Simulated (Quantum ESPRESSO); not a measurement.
Ti4Pt2LiCu, finding a planted mistake in a log

Computed values, not a measurement. The program is pw.x of Quantum ESPRESSO 7.5 (plane-wave density functional theory). The cell is made up: eight metal atoms on a hexagonal close-packed lattice, with elements, volume, strain and displacements drawn at random and not relaxed, so it may be unstable or far from any real phase. PseudoDojo standard norm-conserving files set the functional (PBE unless stated); there is no spin polarisation or spin-orbit coupling, the Fermi-Dirac width of 0.25 eV means electrons at about 2900 K, and the masses in the input are unused placeholders. The copper pseudopotential is less sure than most, with forces differing by about three percent and pressure by about two GPa from a second method on plain copper. Heavy elements are run without spin-orbit coupling, which real alloys of them have. A spin test at this wide smearing found no moment, but such smearing suppresses magnetism that the real alloy may have.

Intended input:

```
&control calculation='scf', pseudo_dir='./dojo.nc.sr.pbe.v0_5.standard.upf', outdir='./o', disk_io='minimal', tprnfor=.true., tstress=.true. /
&system ibrav=0, nat=8, ntyp=4, nbnd=69, ecutwfc=92.02030273, nosym=.true., tot_charge=0,
 occupations='smearing', smearing='fd', degauss=0.0183746611
/
&electrons conv_thr=1.470e-08, electron_maxstep=70, mixing_beta=0.5 /
ATOMIC_SPECIES
Cu 1.0 Cu.upf
Li 1.0 Li.upf
Pt 1.0 Pt.upf
Ti 1.0 Ti.upf
CELL_PARAMETERS angstrom
-2.8056 -0.0012 0.0344
0.0566 4.8729 -4.4015
0.0525 -4.8781 -4.4072
ATOMIC_POSITIONS angstrom
Ti 0.0009 -0.0164 0.0634
Ti 0.1346 1.5076 -2.1522
Ti 0.0399 -0.0652 -4.4762
Pt 0.0218 1.5726 -6.6531
Pt -1.2892 -0.87 -2.3217
Ti -1.3517 -2.2681 -4.3639
Li -1.3257 -0.6237 -6.8012
Cu -1.2948 2.3928 -4.337
K_POINTS automatic
8 4 4 1 1 1
```

The log is shortened where brackets say so; the opening notice, blank lines, dates and the lines on written files are dropped, and the path of the files is cut. It prints rydbergs, bohrs and kilobars, and counts compression as positive stress. Its total energy is the free energy E - TS of the whole cell.

Log of the intended run:

```
     Program PWSCF v.7.5
     Parallel version (MPI & OpenMP), running on       4 processor cores
     Number of MPI processes:                 4
     Threads/MPI process:                     1
     [start-up lines left out]
     bravais-lattice index     =            0
     lattice parameter (alat)  =       5.3022  a.u.
     unit-cell volume          =     812.9936 (a.u.)^3
     number of atoms/cell      =            8
     number of atomic types    =            4
     number of electrons       =       106.00
     number of Kohn-Sham states=           69
     kinetic-energy cutoff     =      92.0203  Ry
     charge density cutoff     =     368.0812  Ry
     scf convergence threshold =      1.5E-08
     mixing beta               =       0.5000
     number of iterations used =            8  plain     mixing
     Exchange-correlation= PBE
                           (   1   4   3   4   0   0   0)
     [axes and pseudopotential details left out]
   Cartesian axes
     site n.     atom                  positions (alat units)
         1        Ti     tau(   1) = (   0.0003208  -0.0058450   0.0225960  )
         2        Ti     tau(   2) = (   0.0479719   0.5373134  -0.7670509  )
         3        Ti     tau(   3) = (   0.0142205  -0.0232375  -1.5953319  )
         4        Pt     tau(   4) = (   0.0077696   0.5604796  -2.3711860  )
         5        Pt     tau(   5) = (  -0.4594750  -0.3100708  -0.8274613  )
         6        Ti     tau(   6) = (  -0.4817502  -0.8083580  -1.5553078  )
         7        Li     tau(   7) = (  -0.4724837  -0.2222887  -2.4239693  )
         8        Cu     tau(   8) = (  -0.4614708   0.8528015  -1.5457206  )
     number of k points=    64  Fermi-Dirac smearing, width (Ry)=  0.0184
                       cart. coord. in units 2pi/alat
        k(    1) = (  -0.0634908   0.0000737  -0.0804182), wk =   0.0312500
        k(    2) = (  -0.0644360  -0.0718159  -0.1600193), wk =   0.0312500
     [further k points left out]
     Dense  grid:    96917 G-vectors     FFT dimensions: (  36,  75,  75)
     Estimated max dynamical RAM per process >     376.81 MB
     Estimated total dynamical RAM >       1.40 GB
     Initial potential from superposition of free atoms
     starting charge     105.9885, renormalised to     106.0000
     Starting wfcs are   72 randomized atomic wfcs
     total cpu time spent up to now is        9.0 secs
     per-process dynamical memory:   302.9 Mb
     Self-consistent Calculation
     iteration #  1     ecut=    92.02 Ry     beta= 0.50
     Davidson diagonalization with overlap
     ethr =  1.00E-02,  avg # of iterations =  3.8
     total cpu time spent up to now is       33.8 secs
     total energy              =   -1366.36396538 Ry
     estimated scf accuracy    <      35.55236227 Ry
     iteration #  2     ecut=    92.02 Ry     beta= 0.50
     Davidson diagonalization with overlap
     ethr =  1.00E-02,  avg # of iterations =  5.1
     total cpu time spent up to now is       66.3 secs
     total energy              =   -1383.59293911 Ry
     estimated scf accuracy    <     153.98085881 Ry
     [iterations 3 to 20 left out]
     iteration # 21     ecut=    92.02 Ry     beta= 0.50
     Davidson diagonalization with overlap
     ethr =  1.27E-09,  avg # of iterations =  3.0
     total cpu time spent up to now is      468.3 secs
     total energy              =   -1391.00234096 Ry
     estimated scf accuracy    <       0.00000006 Ry
     iteration # 22     ecut=    92.02 Ry     beta= 0.50
     Davidson diagonalization with overlap
     ethr =  5.85E-11,  avg # of iterations =  5.0
     total cpu time spent up to now is      492.9 secs
     End of self-consistent calculation
     [lines on levels left out]
!    total energy              =   -1391.00234096 Ry
     estimated scf accuracy    <       0.00000001 Ry
     smearing contrib. (-TS)   =      -0.12872998 Ry
     internal energy E=F+TS    =   -1390.87361098 Ry
     The total energy is F=E-TS. E is the sum of the following terms:
     one-electron contribution =    -652.63278710 Ry
     hartree contribution      =     371.04492874 Ry
     xc contribution           =    -215.23864281 Ry
     ewald contribution        =    -894.04710980 Ry
     convergence has been achieved in  22 iterations
     Forces acting on atoms (cartesian axes, Ry/au):
     atom    1 type  4   force =    -0.00184000   -0.00165128   -0.04419457
     atom    2 type  4   force =    -0.00292005    0.02542133   -0.02055627
     atom    3 type  4   force =     0.00247562    0.05467158   -0.03291230
     atom    4 type  3   force =     0.01510278   -0.03103259    0.01367491
     atom    5 type  3   force =    -0.01183658    0.04188293    0.07550785
     atom    6 type  4   force =    -0.00010789   -0.06866211   -0.03118051
     atom    7 type  2   force =     0.00270644   -0.03108862    0.04534554
     atom    8 type  1   force =    -0.00358030    0.01045875   -0.00568465
     Total force =     0.157988     Total SCF correction =     0.000839
     Computing stress (Cartesian axis) and pressure
          total   stress  (Ry/bohr**3)                   (kbar)     P=       73.18
   0.00040014   0.00000179   0.00007639           58.86        0.26       11.24
   0.00000179   0.00040043  -0.00003596            0.26       58.90       -5.29
   0.00007639  -0.00003596   0.00069177           11.24       -5.29      101.76
     init_run     :      8.46s CPU      8.82s WALL (       1 calls)
     electrons    :    472.87s CPU    483.91s WALL (       1 calls)
     forces       :      3.08s CPU      3.11s WALL (       1 calls)
     stress       :     11.05s CPU     11.06s WALL (       1 calls)
     [timing details left out]
     PWSCF        :   8m15.63s CPU   8m27.17s WALL
     JOB DONE.
```

A second run was made from an input with one planted mistake. Its log:

```
     Program PWSCF v.7.5
     Parallel version (MPI & OpenMP), running on       4 processor cores
     Number of MPI processes:                 4
     Threads/MPI process:                     1
     [start-up lines left out]
     bravais-lattice index     =            0
     lattice parameter (alat)  =       5.3022  a.u.
     unit-cell volume          =     812.9936 (a.u.)^3
     number of atoms/cell      =            8
     number of atomic types    =            5
     number of electrons       =       108.00
     number of Kohn-Sham states=           70
     kinetic-energy cutoff     =      92.0203  Ry
     charge density cutoff     =     368.0812  Ry
     scf convergence threshold =      1.5E-08
     mixing beta               =       0.5000
     number of iterations used =            8  plain     mixing
     Exchange-correlation= PBE
                           (   1   4   3   4   0   0   0)
     [axes and pseudopotential details left out]
   Cartesian axes
     site n.     atom                  positions (alat units)
         1        Ti     tau(   1) = (   0.0003208  -0.0058450   0.0225960  )
         2        Ti     tau(   2) = (   0.0479719   0.5373134  -0.7670509  )
         3        W      tau(   3) = (   0.0142205  -0.0232375  -1.5953319  )
         4        Pt     tau(   4) = (   0.0077696   0.5604796  -2.3711860  )
         5        Pt     tau(   5) = (  -0.4594750  -0.3100708  -0.8274613  )
         6        Ti     tau(   6) = (  -0.4817502  -0.8083580  -1.5553078  )
         7        Li     tau(   7) = (  -0.4724837  -0.2222887  -2.4239693  )
         8        Cu     tau(   8) = (  -0.4614708   0.8528015  -1.5457206  )
     number of k points=    64  Fermi-Dirac smearing, width (Ry)=  0.0184
                       cart. coord. in units 2pi/alat
        k(    1) = (  -0.0634908   0.0000737  -0.0804182), wk =   0.0312500
        k(    2) = (  -0.0644360  -0.0718159  -0.1600193), wk =   0.0312500
     [further k points left out]
     Dense  grid:    96917 G-vectors     FFT dimensions: (  36,  75,  75)
     Estimated max dynamical RAM per process >     389.98 MB
     Estimated total dynamical RAM >       1.45 GB
     Initial potential from superposition of free atoms
     starting charge     107.9895, renormalised to     108.0000
     Starting wfcs are   72 randomized atomic wfcs
     total cpu time spent up to now is       13.7 secs
     per-process dynamical memory:   304.2 Mb
     Self-consistent Calculation
     iteration #  1     ecut=    92.02 Ry     beta= 0.50
     Davidson diagonalization with overlap
     ethr =  1.00E-02,  avg # of iterations =  4.5
     total cpu time spent up to now is       40.6 secs
     total energy              =   -1400.99270255 Ry
     estimated scf accuracy    <      33.19313753 Ry
     iteration #  2     ecut=    92.02 Ry     beta= 0.50
     Davidson diagonalization with overlap
     ethr =  1.00E-02,  avg # of iterations =  4.7
     total cpu time spent up to now is       72.4 secs
     total energy              =   -1416.04092229 Ry
     estimated scf accuracy    <     149.28041732 Ry
     [iterations 3 to 23 left out]
     iteration # 24     ecut=    92.02 Ry     beta= 0.50
     Davidson diagonalization with overlap
     ethr =  2.44E-11,  avg # of iterations =  4.8
     total cpu time spent up to now is      567.3 secs
     total energy              =   -1423.91093109 Ry
     estimated scf accuracy    <       0.00000002 Ry
     iteration # 25     ecut=    92.02 Ry     beta= 0.50
     Davidson diagonalization with overlap
     ethr =  1.76E-11,  avg # of iterations =  2.0
     total cpu time spent up to now is      587.4 secs
     End of self-consistent calculation
     [lines on levels left out]
!    total energy              =   -1423.91093109 Ry
     estimated scf accuracy    <       0.00000001 Ry
     smearing contrib. (-TS)   =      -0.12017697 Ry
     internal energy E=F+TS    =   -1423.79075412 Ry
     The total energy is F=E-TS. E is the sum of the following terms:
     one-electron contribution =    -631.58759335 Ry
     hartree contribution      =     364.24249680 Ry
     xc contribution           =    -230.84520718 Ry
     ewald contribution        =    -925.60045039 Ry
     convergence has been achieved in  25 iterations
     Forces acting on atoms (cartesian axes, Ry/au):
     atom    1 type  4   force =    -0.00247630   -0.00364491   -0.04692767
     atom    2 type  4   force =    -0.00147060    0.01806541   -0.03271894
     atom    3 type  5   force =     0.00545882    0.05990187   -0.03533583
     atom    4 type  3   force =     0.01524041   -0.02938743    0.01073680
     atom    5 type  3   force =    -0.01364318    0.03631108    0.09658778
     atom    6 type  4   force =    -0.00120809   -0.05784293   -0.03489811
     atom    7 type  2   force =     0.00230374   -0.02965588    0.04968910
     atom    8 type  1   force =    -0.00420481    0.00625277   -0.00713314
     Total force =     0.168994     Total SCF correction =     0.000601
     Computing stress (Cartesian axis) and pressure
          total   stress  (Ry/bohr**3)                   (kbar)     P=       71.45
   0.00033214   0.00000747   0.00007023           48.86        1.10       10.33
   0.00000747   0.00034310  -0.00006151            1.10       50.47       -9.05
   0.00007023  -0.00006151   0.00078179           10.33       -9.05      115.01
     init_run     :     12.94s CPU     13.42s WALL (       1 calls)
     electrons    :    570.75s CPU    573.67s WALL (       1 calls)
     forces       :      3.41s CPU      3.43s WALL (       1 calls)
     stress       :     12.21s CPU     12.50s WALL (       1 calls)
     [timing details left out]
     PWSCF        :   9m59.70s CPU  10m 3.44s WALL
     JOB DONE.
```

Question: the log repeats what the program read. Compare it with the intended run: what was wrong in the second input?

Answer: one atom is of a wrong element. The input lines that differ:

```
- &system ibrav=0, nat=8, ntyp=4, nbnd=69, ecutwfc=92.02030273, nosym=.true., tot_charge=0,
+ &system ibrav=0, nat=8, ntyp=5, nbnd=70, ecutwfc=92.02030273, nosym=.true., tot_charge=0,
+ W 1.0 W.upf
- Ti 0.0399 -0.0652 -4.4762
+ W 0.0399 -0.0652 -4.4762
```

|  | intended run | run with the mistake |
| --- | --- | --- |
| free energy (eV) | -18925.551 | -19373.295 |
| entropy term -TS, part of it (eV) | -1.751 | -1.635 |
| pressure (GPa) | 7.32 | 7.14 |
| size of the largest force component (eV/Å) | 1.941 | 2.483 |
| largest change of a force component (eV/Å) |  | 0.542 |
| iterations | 22 | 25 |

For scale, a rerun of the intended cell at a higher cutoff and on a denser mesh moved values by no more than 0.006 eV in energy, 0.13 GPa in stress and 0.009 eV/Å in force, and a second program with other atomic files agreed on that cell to 2 % rms in force and 0.5 GPa in pressure. Files of another functional or element have another zero of energy, so the energy change says nothing on stability. The number of bands, nbnd, was set by rule from the electron count, so it follows the mistake.